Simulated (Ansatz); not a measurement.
## YbSb$_{2}$S$_{2}$: input and output

Input file of Ansatz 0.2.0:

```yaml
crystal:
  lattice:
    - [4.711461, 0.0, 0.0]
    - [-2.355731, 4.080248, 0.0]
    - [0.0, 0.0, 7.750677]
  atoms:
    - { symbol: Yb, position: [0.0, 0.0, 0.0] }
    - { symbol: S, position: [0.3333, 0.6667, 0.62] }
    - { symbol: S, position: [0.6667, 0.3333, 0.38] }
    - { symbol: Sb, position: [0.3333, 0.6667, 0.26] }
    - { symbol: Sb, position: [0.6667, 0.3333, 0.74] }
kpoints:
  mp_grid: { grid: [5, 5, 3], shift: [0.0, 0.0, 0.0] }
  band_path:
    path:
      - [0.0, 0.0, 0.0]
      - [0.5, 1.4e-07, 0.0]
      - [0.33333333, 0.33333347, 0.0]
      - [0.0, 0.0, 0.0]
      - [0.0, 0.0, 0.5]
      - [0.5, 1.4e-07, 0.5]
      - [0.33333333, 0.33333347, 0.5]
      - [0.0, 0.0, 0.5]
    npoints: 7
magnetization:
  spin_polarized: false
scf:
  occupations: { method: fermi_dirac }
  lower_state_search: "off"
  max_iter: 200
hamiltonian:
  pseudopotentials: { kind: paw }
  xc: pbe
basis:
  ecutwfc: 420
  fft_grid_basis: typed
output:
  forces: true
  stress: true
  eigenvalues: true
  bader: true
  populations: true
  elf: true
  write_potential: true
  volumetric_format: npy
  dos:
    e_range: [-12, 8]
    de: 0.05
    projected: { site_lists: { S: [S], Sb: [Sb], Yb: [Yb] } }
checkpoint:
  read: saved_state
```

The run starts from an earlier solution of this cell. 

Excerpt of what it printed:

```
Warning: crystal.lattice misses the space group found at crystal.symmetry.tolerance 1.0e-5 in a digit that the deck types, which is why this is a warning: making the lattice exact moves one of its numbers by a whole unit of that number's last typed decimal, or more. The operation that it misses by the most changes a squared length by the fraction 1.43e-6.
Yb: projections on atomic orbitals take those of the free atom [Kr 4d10] 4f14 5s2 5p6 5d0 6s2, of charge +0.00 (hamiltonian.pseudopotentials.projection_atoms); the dataset's partial waves leave at most 1.5e-4 of an orbital's norm unspanned inside its sphere
Pseudopotentials: kind: paw
Pseudopotential: Yb, paw, valence charge 24, recommended cutoff 420 eV (normal), Yb.paw.azcp
Pseudopotential: S, paw, valence charge 6, recommended cutoff 420 eV (normal), S.paw.azcp
Pseudopotential: Sb, paw, valence charge 15, recommended cutoff 420 eV (normal), Sb.paw.azcp
Functional definition: PBE
  exchange = pbe_x(kappa = kappa, mu = beta*pi^2/3)
  correlation = pbe_c(beta = beta)
Crystal: 5 atoms, lattice volume = 148.998 Å³
Basis set: ecut = 420 eV, 2875 PW (Γ), exchange–correlation on 64×64×108 points (8 copies of the dense FFT grid, shifted against one another)
Bands: 40, of which v1, the nominal top of the filled ones, is band 33 counted from 1 (32 counted from 0)
Symmetry: 4 space group operations
Space group: C2/m (ITA 12), of the structure as read, at distance tolerance 5.3e-5 Å
k-points: 24 of 75
Initial density: read from a saved state, or passed on in memory by an earlier SCF of this step, an earlier step, the calling program or the single point that the run made first
Functional: x = pbe(κ = 0.804, μ = 0.2195), c = pbe(β = 0.0667)
Free energy (F): -28567.7505 eV
Harris-Foulkes:  -28567.7505 eV  (|F-HF|=1.67e-8)
Internal energy: -28567.6014 eV  (E = F + TS)
E sigma→0 (E₀):  -28567.6760 eV
Entropy (-TS):   -0.1492 eV (-29.831 meV/atom)
Fermi energy:    8.0289 eV
--- Per-component energies (eV) ---
  E_band       = -448.6839
  E_kinetic    = 970.2460
  E_local      = -10922.0452  (includes V_loc(G=0)·N_el)
  E_nonlocal   = 1336.1395
  E_hartree    = 4806.4953
  E_xc         = -629.4919
  E_vxc        = -564.0461  (∫ρ·V_xc dr)
  E_paw        = -17705.4521  (= ΣΔE_a)
  E_vpaw       = -881.9766  (= ΣTr[D̂ρ^β])
  E_aug_tail   = 0.0000  (compensation charges beyond the density's cutoff)
  E_ewald      = -6423.4930
  E_smearing   = -0.1492  (= −TS)
--- Forces (eV/Å), atoms counted from 1 ---
  atom   1  Yb     0.0000     0.0000     0.0000
  atom   2  S     -0.0004     0.0002     0.7530
  atom   3  S      0.0004    -0.0002    -0.7530
  atom   4  Sb    -0.0010     0.0006     0.3644
  atom   5  Sb     0.0010    -0.0006    -0.3644
--- Stress (GPa, compression-positive) ---
       -1.0657      -0.0016       0.0034
       -0.0016      -1.0675      -0.0020
        0.0034      -0.0020      -3.5080
  P = ⅓ Tr σ = -1.8804 GPa (-18.804 kbar)
--- Bader charges: 5 sites ---
  site symbol  charge [e]  shift [e]
     0     Yb      1.1768     0.0000
     1      S     -0.6695     0.0000
     2      S     -0.6695     0.0000
     3     Sb      0.0811     0.0000
     4     Sb      0.0811     0.0000
```

Origin: a known structure type with other elements, at an estimated volume, so it need not be a known compound. Caveats: no spin polarisation, so a magnetic state may lie lower; the k mesh is coarse if the cell is a metal; f levels without a U or exact exchange are poorly placed.
